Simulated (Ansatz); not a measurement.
Re (9R (Sm type), R-3m) under volume change, DFT-PBEsol in the program Ansatz with PAW potentials, shape and atoms relaxed at each volume.

```tsv
V (Å³/atom)	E − E(relaxed) (meV/atom)	P (GPa)
13.252	170.0	45.16
13.689	71.3	27.64
14.126	16.9	12.71
14.563	0.0	0.00
14.999	15.1	-10.81
15.436	57.5	-20.00
15.873	122.9	-27.79
```

Q: What does a third-order Birch–Murnaghan fit give for V₀, B₀ and B′?

A: V₀ = 14.56 Å³/atom, B₀ = 390 GPa, B′ = 4.4.

The workflow started from a Materials Project entry (that database holds measured and hypothetical structures alike); the Crystallography Open Database copy checked does not list it. It is not the phase usual at ambient conditions (space group No. 194). Symmetry was held in the PBEsol relaxation; of distortions, only those at the zone centre were tested. No spin polarisation was allowed. Scalar-relativistic: spin–orbit coupling is off unless named, which matters more the heavier the elements.

Potentials: the later of the program's two PAW sets.
